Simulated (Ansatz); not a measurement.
The elements of this relaxed trial crystal are hidden behind letters.

```
lattice vectors (Å)
   2.6948    0.0000    0.0000
  -1.3474    2.3338    0.0000
   0.0000    0.0000   21.1983
fractional positions
X 0.3333 0.6667 0.7818
X 0.3333 0.6667 0.2182
X 0.3333 0.6667 0.3996
X 0.3333 0.6667 0.6004
X 0.6667 0.3333 0.3091
X 0.6667 0.3333 0.6909
Z 0.3333 0.6667 0.0000
Z 0.6667 0.3333 0.8813
Z 0.6667 0.3333 0.1187
Z 0.6667 0.3333 0.5000
```

Theory: DFT PBE, scalar-relativistic, plane waves, PAW (Ansatz 0.2.0). Settings of the last relaxation (10-atom cell): 420 eV, 18×18×2 k points, Gaussian smearing of 0.10 eV, collinear spin.

* Space group: P-6m2 (No. 187)
* Conventional cell: a = 2.695 Å, c = 21.198 Å
* Volume per atom: 13.33 Å³
* Density: 13.56 g/cm³
* Formation energy: +0.29 eV/atom
* Gap on the 18×18×2 mesh of the 10-atom cell: 0 eV (a metal)
* Net moment per atom: 0.78 μB

Energies are uncorrected and count from the elements' standard states at the same level.

Task: X is a d-block element of period 4 and Z is a d-block element of period 6. Which elements are they?

Result: X = Co, Z = W, so the formula is Co3W2. Density times volume gives a mean mass of 13.56 × 13.33/1.6605 = 108.9 u per atom, and this set has 108.9 u. Co on its first site has 3 Co at 2.48 Å, 3 W at 2.62 Å and 6 Co at 2.69 Å; Co on its second site has 3 Co at 2.47 Å, 3 W at 2.64 Å and 6 Co at 2.69 Å; around W on a site of symmetry -6m2 lie 6 W at 2.69 Å and 6 W at 2.96 Å; 3 more sites not described. Other sets within the hints have nearly the same mass, so mass alone doesn't settle it; this one was computed.

These runs have no spin–orbit coupling, which can matter for W. The magnetic state reached may not be the lowest. Symmetry constrained the relaxation, so the result can be a saddle point.
